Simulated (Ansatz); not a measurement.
**Zone-centre phonons of RhPb: input and output**

Theory: Ansatz 0.2.0, DFT LDA, scalar-relativistic, plane waves, PAW.

Launched with:
```bash
ansatz run input.yaml --threads 2 --pin off --max-ram 6144MiB --backend cpu --events-out ev --progress --plain --runs-dir out
```

Input (bare energies are in eV):
```yaml
crystal:
  lattice:
    - [5.6176226445, 0.0, 0.0]
    - [-2.8088113223, 4.865003919, 0.0]
    - [0.0, 0.0, 4.4073081343]
  atoms:
    - { symbol: Rh, position: [0.5, 0.0, 0.0] }
    - { symbol: Rh, position: [0.5, 0.5, 0.0] }
    - { symbol: Rh, position: [0.0, 0.5, 0.0] }
    - { symbol: Pb, position: [0.3333333333, 0.6666666667, 0.5] }
    - { symbol: Pb, position: [0.6666666667, 0.3333333333, 0.5] }
    - { symbol: Pb, position: [0.0, 0.0, 0.0] }
basis:
  ecutwfc: 420
kpoints:
  mp_grid: { grid: [6, 6, 8] }
hamiltonian:
  xc: lda
scf:
  occupations: { method: fermi_dirac, width: 0.15 }
output:
  eigenvalues: true
phonons:
  method: dfpt
  eigenvectors: true
```

The end of the output:
```
--- Phonons (Γ-DFPT): 7 representative perturbations + reference, on 65 of 288 k-points (Σ response iterations 24) ---
  k mesh reduced under 4 symmetry operations, with k and −k counted as one. Each operation leaves every solved displacement unchanged or reverses it
  ASR residual: 8.611e-4 → 0.000e0 eV/Å²; symmetrization residual: 2.259e-5 eV/Å²
  ASR residual per site (eV/Å²): 8.61e-4 8.30e-4 8.30e-4 1.37e-4 1.37e-4 7.39e-5
  Γ frequencies (cm⁻¹): -77.43 0.00 0.00 0.00 57.36 75.19 75.19 103.46 103.46 115.69 115.69 126.30 126.30 138.88 197.27 197.27 198.12 229.74
  non-analytic LO–TO correction: not included (Born effective charges unavailable; polar crystals: no LO–TO splitting at Γ)
```

The run took 4.1 min on 2 threads of Arm Neoverse V2, on a shared host, peak memory 1.5 GiB.

In a metal, frequencies and elastic constants depend on the k mesh and the smearing, soft modes and shear constants most. Spin–orbit coupling is left out, which can shift energies with elements as heavy as these.

Negative frequencies stand for imaginary ones: the cell is unstable against these modes.